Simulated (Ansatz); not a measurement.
## Sn on a Mg site in MgS

All numbers below come from DFT PBE, scalar-relativistic, plane waves, PAW (Ansatz). Run with 420 eV cutoff, 2×2×2 k-mesh, shifted by half a step, Gaussian smearing of 0.01 eV, collinear spin in charge +1 alone.

Host crystal, relaxed:

```cif
data_structure
_symmetry_space_group_name_H-M 'P 1'
_symmetry_Int_Tables_number 1
_cell_length_a 3.6980
_cell_length_b 3.6980
_cell_length_c 3.6980
_cell_angle_alpha 60.000
_cell_angle_beta 60.000
_cell_angle_gamma 60.000
_cell_volume 35.76
loop_
_atom_site_label
_atom_site_type_symbol
_atom_site_fract_x
_atom_site_fract_y
_atom_site_fract_z
_atom_site_occupancy
Mg1 Mg 0.00000 0.00000 0.00000 1
S1 S 0.50000 0.50000 0.50000 1
```

Supercell of 32 atoms, rows in host cell vectors: 1 1 -3; 1 1 1; 1 -3 1. Atoms relax at the host's cell, keeping the symmetry that the supercell leaves at the site. The cell is small, so energies carry finite-size errors of tenths of an eV. The host's Kohn–Sham gap is 2.76 eV.

Defect: Sn on a Mg site, charge +2.

Command:

```bash
ansatz run input.yaml --threads 4 --pin off --max-ram 6144MiB --backend cpu --events-out ev --progress --plain --runs-dir out
```

The input:

```yaml
crystal:
  lattice:
    - [-5.2297550323, -5.2297550323, 5.2297550323]
    - [5.2297550323, 5.2297550323, 5.2297550323]
    - [-5.2297550323, 5.2297550323, -5.2297550323]
  atoms:
    - { symbol: Sn, position: [0.0, 0.0, 0.0] }
    - { symbol: Mg, position: [0.2527812514, 0.0, 0.7472187486] }
    - { symbol: Mg, position: [0.0, 0.2527812514, 0.7472187486] }
    - { symbol: Mg, position: [0.5, 0.0, 0.5] }
    - { symbol: Mg, position: [0.2527812514, 0.2527812514, 0.5055625028] }
    - { symbol: Mg, position: [0.0, 0.5, 0.5] }
    - { symbol: Mg, position: [0.7472187486, 0.0, 0.2527812514] }
    - { symbol: Mg, position: [0.5055625028, 0.2527812514, 0.2527812514] }
    - { symbol: Mg, position: [0.2527812514, 0.5055625028, 0.2527812514] }
    - { symbol: Mg, position: [0.0, 0.7472187486, 0.2527812514] }
    - { symbol: Mg, position: [0.7472187486, 0.2527812514, 0.0] }
    - { symbol: Mg, position: [0.5, 0.5, 0.0] }
    - { symbol: Mg, position: [0.2527812514, 0.7472187486, 0.0] }
    - { symbol: Mg, position: [0.7472187486, 0.4944374972, 0.7472187486] }
    - { symbol: Mg, position: [0.4944374972, 0.7472187486, 0.7472187486] }
    - { symbol: Mg, position: [0.7472187486, 0.7472187486, 0.4944374972] }
    - { symbol: S, position: [0.0, 0.5, 0.0] }
    - { symbol: S, position: [0.25, 0.5, 0.75] }
    - { symbol: S, position: [0.0, 0.7457730656, 0.7457730656] }
    - { symbol: S, position: [0.5, 0.5, 0.5] }
    - { symbol: S, position: [0.25, 0.75, 0.5] }
    - { symbol: S, position: [0.0, 0.0, 0.5] }
    - { symbol: S, position: [0.75, 0.5, 0.25] }
    - { symbol: S, position: [0.5, 0.75, 0.25] }
    - { symbol: S, position: [0.2542269344, 0.0, 0.2542269344] }
    - { symbol: S, position: [0.0, 0.2542269344, 0.2542269344] }
    - { symbol: S, position: [0.7457730656, 0.7457730656, 0.0] }
    - { symbol: S, position: [0.5, 0.0, 0.0] }
    - { symbol: S, position: [0.2542269344, 0.2542269344, 0.0] }
    - { symbol: S, position: [0.7457730656, 0.0, 0.7457730656] }
    - { symbol: S, position: [0.5, 0.25, 0.75] }
    - { symbol: S, position: [0.75, 0.25, 0.5] }
  host:
    lattice:
      - [0.0, 2.6148775162, 2.6148775162]
      - [2.6148775162, 0.0, 2.6148775162]
      - [2.6148775162, 2.6148775162, 0.0]
    atoms:
      - { symbol: Mg, position: [0.0, 0.0, 0.0] }
      - { symbol: S, position: [0.5, 0.5, 0.5] }
total_charge: 2
basis:
  ecutwfc: 420
  xc_grid: 2
kpoints:
  mp_grid: { grid: [2, 2, 2], shift: [0.5, 0.5, 0.5] }
hamiltonian:
  xc: pbe
scf:
  occupations: { method: gaussian, width: 0.01 }
output:
  forces: true
  stress: false
  eigenvalues: true
  charged_corrections:
    defect_position: [0.0, 0.0, 0.0]
    epsilon: [[16.3551, 0.0, 0.0], [0.0, 16.3551, 0.0], [0.0, 0.0, 16.3551]]
  write_density: true
  write_potential: true
  elf: true
  volumetric_format: npy
relax:
  adjacent_minimum: "off"
  f_tol: 0.025
  max_steps: 45
```

From the output:

```
Warning: RAYON_NUM_THREADS=4 ignored (pool sized by the plan → 4); use --threads N
Crystal: 32 atoms, lattice volume = 572.142 Å³
Basis set: ecut = 420 eV, 11057 PW (Γ), exchange–correlation on 128×128×128 points (8 copies of the dense FFT grid, shifted against one another)
Bands: 161, of which v1, the nominal top of the filled ones, is band 129 counted from 1 (128 counted from 0)
Symmetry: 48 space group operations
Space group: Im-3m (ITA 229), of the structure as read, at distance tolerance 8.3e-5 Å
k-points: 2 of 8
relax step   1: F+E_penalty+E_count = -49372.55562546 eV  Δ(F+E_penalty+E_count) = +0.000e0 eV  max|allowed force component| = 9.313e-1 eV/Å  Δτ_max = 0.0000 Å
relax step   2: F+E_penalty+E_count = -49372.81247322 eV  Δ(F+E_penalty+E_count) = -2.568e-1 eV  max|allowed force component| = 2.455e-1 eV/Å  Δτ_max = 0.1125 Å
relax step   3: F+E_penalty+E_count = -49372.82924741 eV  Δ(F+E_penalty+E_count) = -1.677e-2 eV  max|allowed force component| = 2.697e-2 eV/Å  Δτ_max = 0.0231 Å
relax step   4: F+E_penalty+E_count = -49372.82946176 eV  Δ(F+E_penalty+E_count) = -2.143e-4 eV  max|allowed force component| = 2.891e-3 eV/Å  Δτ_max = 0.0024 Å
SCF converged after 4 iterations
Free energy (F): -49372.829462 eV
E sigma→0 (E₀):  -49372.829462 eV
Fermi energy:    7.045598 eV
```

The relaxation gained 0.27 eV in 4 steps. The run took 22 s on 4 threads of Arm Neoverse V1 (shared host), peak memory 1.2 GiB.